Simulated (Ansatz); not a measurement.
Input and output of a band-structure calculation on InGa₃P₄ as one 8-atom ordering (Cm) on the zincblende lattice (Ansatz 0.2.0, PBE). The geometry is the r2SCAN minimum.

```yaml
crystal:
  lattice:
    - [6.5252408649, -1.9649258253, 0.0050146714]
    - [6.5252408649, 1.9649258253, 0.0050146714]
    - [-1.1812483937, 0.0, 6.7230078977]
  atoms:
    - { symbol: Ga, position: [-0.0025906369, -0.0025906369, -0.0056976252] }
    - { symbol: Ga, position: [0.5024998101, 0.5024998101, 0.5056280883] }
    - { symbol: Ga, position: [0.2504356915, 0.2504356915, 0.7497878434] }
    - { symbol: In, position: [0.7491624344, 0.7491624344, 0.2491408266] }
    - { symbol: P, position: [0.5515966181, 0.5515966181, 0.1837552603] }
    - { symbol: P, position: [0.0656334547, 0.0656334547, 0.6888562952] }
    - { symbol: P, position: [0.8137400975, 0.8137400975, 0.922200573] }
    - { symbol: P, position: [0.3195225307, 0.3195225307, 0.4563287385] }
kpoints:
  mp_grid: { grid: [8, 8, 4] }
  band_path:
    path:
      - [[0.0, 0.0, 0.0], [-0.2733628821014, 0.2733628821014, 3.712808197043e-18]]
      - [[0.2733628821014, 0.7266371178986, 1.218266177883e-17], [0.5, 0.5, 1.218266177883e-17], [0.0, 0.0, 0.0], [0.5, 0.5, -0.5], [0.2656669936196, 0.7343330063804, -0.5]]
      - [[-0.2656669936196, 0.2656669936196, -0.5], [7.161190174732e-20, 7.161190174732e-20, -0.5], [0.0, 0.0, 0.0]]
      - [[-5.182243293626e-18, 0.5, -0.5], [0.0, 0.0, 0.0], [6.659921835218e-18, 0.5, 6.091330889414e-18]]
    npoints: 10
hamiltonian:
  xc: pbe
scf:
  occupations: { method: fermi_dirac, width: 0.02 }
  n_extra_bands: 6
output:
  forces: true
  stress: true
  eigenvalues: true
```

The output follows, shortened, with numbered blanks.
```
Functional definition: PBE
Crystal: 8 atoms, lattice volume = 172.423 Å³
Basis set: ecut = 420 eV, 3391 PW (Γ)
Bands: 42, of which v1, the nominal top of the filled ones, is band 36 counted from 1 (35 counted from 0)
Symmetry: 2 space group operations
Space group: Cm (ITA 8)
k-points: 78 of 256 (time reversal used)
SCF 1 converged in 7 iterations: F = -19972.497553 eV  dr2 = 4.36e-8
NSCF: frozen V_eff on 94 k-points
Free energy (F): -19972.497553 eV
[1]
--- Per-component energies (eV) ---
  E_band       = -229.586722
  E_kinetic    = 871.742600
  E_local      = -8039.419713
  E_nonlocal   = 1778.237663
  E_hartree    = 3623.274999
  E_xc         = -668.464604
  E_vxc        = -516.345419
  E_paw        = -12400.865634
  E_vpaw       = -1570.351666
  E_ewald      = -5137.002567
--- Forces (eV/Å), atoms counted from 1 ---
  atom   1  Ga      0.02708      0.00000      0.00005
  atom   2  Ga      0.02734      0.00000      0.00620
  atom   3  Ga    -0.02881      0.00000      0.01701
  atom   4  In    -0.01523      0.00000    -0.01529
  atom   5  P       0.00595      0.00000      0.00271
  atom   6  P     -0.00747      0.00000      0.00097
  atom   7  P     -0.01046      0.00000      0.01077
  atom   8  P       0.00161      0.00000    -0.02243
--- Stress (GPa, compression-positive) ---
[2]
--- Band table (eV; the first three rows and the last of 78) ---
[3]
```

The rows of the band table are 0: (0, 0, 0) = Γ, 1: (0, 0, 1/4), 2: (0, 0, -1/2) = A, 77: (-1/2, -1/2, -1/2) = M₂.

Problem. What stood in the gaps? They hold the Fermi energy and the band table, the stress.

Solution.
```
[1]
Fermi energy:    7.674595 eV
[2]
        2.240347       0.000000       0.004383
        0.000000       2.177136       0.000000
        0.004383       0.000000       2.229229
  P = ⅓ Tr σ = 2.2156 GPa (22.156 kbar)
[3]
  k-point 0: bands = […, 5.1025, 5.9119, 6.0022, 6.9719, 7.0224, 7.0928, 8.2532, 8.6973, 9.2952, 9.7672, …]
  k-point 1: bands = […, 5.0140, 5.2905, 5.6904, 5.8387, 6.7042, 6.7462, 9.2153, 9.2962, 9.5015, 10.0557, …]
  k-point 2: bands = […, 5.1724, 5.4009, 5.7930, 5.8924, 6.0055, 6.2957, 9.4442, 9.6188, 9.7615, 10.4807, …]
  k-point 77: bands = […, 4.8988, 4.9865, 5.2207, 5.2742, 6.1836, 6.6175, 9.1954, 9.3246, 9.5653, 10.1610, …]
```
The trailing digits, and the zero of the energies, depend on the potentials and thresholds.

The PBE gap is direct at Γ: 1.16 eV. The mean pressure at these positions is +2.22 GPa, compression counted positive. The largest force is 0.03 eV/Å.

Run as `ansatz run input.yaml --threads 2 --pin off --max-ram 29491MiB --backend cpu --events-out ev --progress --plain --runs-dir out`. It took 35 s on 2 threads of AMD EPYC 7R13 Processor (Zen 3) (shared host), load about 0.6 per core; peak host memory 0.85 GiB.

These are computed values for a spin-unpolarised cell that may be hypothetical; none is a measurement.

No spin-orbit coupling is included; it can move band edges with weight on the heavy atoms by tenths of an eV.
